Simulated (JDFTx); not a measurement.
System: W(110) (Im-3m bulk; lattice of mp-91, not re-optimised at this level), (2×1) cell of 6 atoms in 3 planes, area 14.21 Å² a face, 4.4 Å between the outermost planes in a cell 23.5 Å high; k mesh 4×10×1, Fermi width 0.01 Ha, no spin polarisation.

Adsorbate: CO on both faces at 0.50 monolayer, started bridge and relaxed in vacuum, keeping the symmetry of the start.

Computed with a modified build of JDFTx: PBE, GBRV ultrasoft potentials, plane waves to 20/100 Ha. The adsorption energy per CO is [E(slab + 2 CO) − E(slab)]/2 − (E(CO)), with the gas molecules relaxed at the same level and slab energies taken as (E + F)/2, the usual estimate of zero smearing. Semilocal functionals are known to misorder CO's sites on metals. These are electronic energies without vibrational corrections. Reconstruction of the substrate beyond this cell is outside the model.

Predict the adsorption energy and the geometry, and the change of the work function.

-1.69 eV. C sits 1.72 Å above the highest substrate atom, bound to 2 W at 2.20 Å; C–O is 1.18 Å. The work function goes from 4.90 to 6.33 eV.
